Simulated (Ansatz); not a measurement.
## Ge2Mo: computed property card

Ge$_{2}$Mo:
```yaml
crystal:
  lattice:
    - [6.32132, 0.00000, 0.00000]
    - [0.00000, 3.43423, 0.00000]
    - [0.00000, 0.00000, 8.54909]
  atoms:
    - { symbol: Ge, position: [0.86412, 0.25000, 0.04097] }
    - { symbol: Ge, position: [0.63588, 0.75000, 0.54097] }
    - { symbol: Ge, position: [0.36412, 0.25000, 0.45903] }
    - { symbol: Ge, position: [0.13588, 0.75000, 0.95903] }
    - { symbol: Mo, position: [0.24940, 0.25000, 0.17135] }
    - { symbol: Mo, position: [0.25060, 0.75000, 0.67135] }
    - { symbol: Mo, position: [0.74940, 0.25000, 0.32865] }
    - { symbol: Mo, position: [0.75060, 0.75000, 0.82865] }
    - { symbol: Ge, position: [0.93834, 0.25000, 0.63229] }
    - { symbol: Ge, position: [0.56166, 0.75000, 0.13229] }
    - { symbol: Ge, position: [0.43834, 0.25000, 0.86771] }
    - { symbol: Ge, position: [0.06166, 0.75000, 0.36771] }
```

Space group Pnma (No. 62); conventional cell a = 6.3213 Å, b = 3.4342 Å, c = 8.5491 Å, α = β = γ = 90.00°.

Method: plane-wave PAW PBEsol (Ansatz code). Geometry: relaxed at this level of theory. Other levels are named where they apply.

Cell and energy:

| Item | Value |
|---|---|
| Volume per atom | 15.47 Å³ |
| Density | 8.63 g/cm³ |
| Formation energy from the elements (no fitted shifts) | -0.25 eV/atom |

Electronic structure:

| Quantity | Value |
|---|---|
| Electronic character | metallic (no gap) |
| Density of states at the Fermi level | 0.12 states/eV per atom (mean over ±0.08 eV) |
| Gap with spin–orbit coupling | none (metallic) |

Mechanics:

| Quantity | Value |
|---|---|
| Bulk modulus (Birch–Murnaghan fit) | 175 GPa |
| Pressure derivative B′ | 4.6 |

The workflow started from an entry of the Crystallography Open Database (COD). Its standing as an ambient phase is unchecked. The cell was relaxed with PBEsol under the symmetry of its start; whether a distortion lowers the energy is not shown. No spin polarisation was allowed. The references are the lowest solids computed at this level, not always the standard phases. Scalar-relativistic: spin–orbit coupling is off unless named, which matters more the heavier the elements.

Potentials: the later of the program's two PAW sets.
